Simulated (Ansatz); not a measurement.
A geometry of P away from equilibrium: step 2 of the relaxation of a relaxed P cell displaced along its unstable phonon at q = (½, ½, ½) of its primitive reciprocal cell (248i cm⁻¹), largest move 0.15 Å. The numbers are results of r2SCAN (plane waves to 500 eV, PAW, scalar-relativistic; Ansatz, a first-principles code), not measurements. Γ-centred k-mesh 13×13×13 on the run's cell (coarser than for final values), Fermi–Dirac smearing 0.05 eV. The plane waves were selected for a different cell earlier on the path.

```yaml
crystal:
  lattice:
    - [4.92895, 0.00000, 0.00000]
    - [2.46447, 2.46447, 0.00000]
    - [2.46447, 0.00000, 2.45952]
  atoms:
    - { symbol: P, position: [0.97293, 0.00000, 0.05414] }
    - { symbol: P, position: [0.52707, 0.00000, 0.94586] }
```

### Question
What forces act on the atoms (eV/Å)?

### Answer
| atom | Fx | Fy | Fz |
|---|---|---|---|
| P1 | 0.00 | 0.00 | -0.44 |
| P2 | 0.00 | 0.00 | 0.44 |

The path ends in I4/mmm (No. 139). No spin polarisation in the result.

The run could not lose the symmetry of its start: the end is stationary, and may be a saddle point rather than a minimum.

Of the parent cell (Pm-3m (No. 221)): The relaxed structure has the type that P is known to take under pressure; here it was relaxed at zero pressure, from a generated start.

The end of the path is a generated cell of P: the first start was made by placing the elements on the sites of a structure type, and the end was not matched to a known phase here, so it may be hypothetical. Known forms of P include space group No. 64.
